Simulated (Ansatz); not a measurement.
The elements of this relaxed trial crystal are hidden behind letters.

```
lattice vectors (Å)
  -3.3080    3.3080    3.3080
   3.3080   -3.3080    3.3080
   3.3080    3.3080   -3.3080
fractional positions
X 0.0000 0.0000 0.5000
X 0.5000 0.0000 0.0000
X 0.5000 0.5000 0.5000
X 0.0000 0.5000 0.0000
Z 0.0000 0.0000 0.0000
```

The calculation used DFT PBE, scalar-relativistic, plane waves, PAW (Ansatz). The final run on the 5-atom cell used 420 eV, a Γ-centred 8×8×8 mesh, 0.10 eV smearing and no spin polarisation.

* Space group: Im-3m (No. 229)
* Conventional cell: a = 6.616 Å
* Volume per atom: 28.96 Å³
* Density: 5.80 g/cm³
* Formation energy: +0.24 eV/atom
* Gap on the 8×8×8 mesh of the 5-atom cell: 0 eV (a metal)

Energies are uncorrected and count from the elements' standard states at the same level.

Question: X is a p-block element of period 5 and Z is a p-block element of period 3. Which elements are they?

Answer: X = Sn, Z = P, so the formula is Sn4P. Density times volume gives a mean mass of 5.80 × 28.96/1.6605 = 101.2 u per atom, and this set has 101.2 u. Among the elements that the hints allow, noble gases aside, only these give it. Sn is surrounded by 2 P at 2.86 Å and 6 Sn at 3.31 Å; P has 8 Sn at 2.86 Å.

The cell is a metal run without spin; a magnetic state may lie lower. A structure relaxed within its symmetry needn't be a true minimum. Another cell of Sn4P relaxed alike, in P-3m1, lies 188 meV/atom lower, so this cell isn't the stable form at this level.
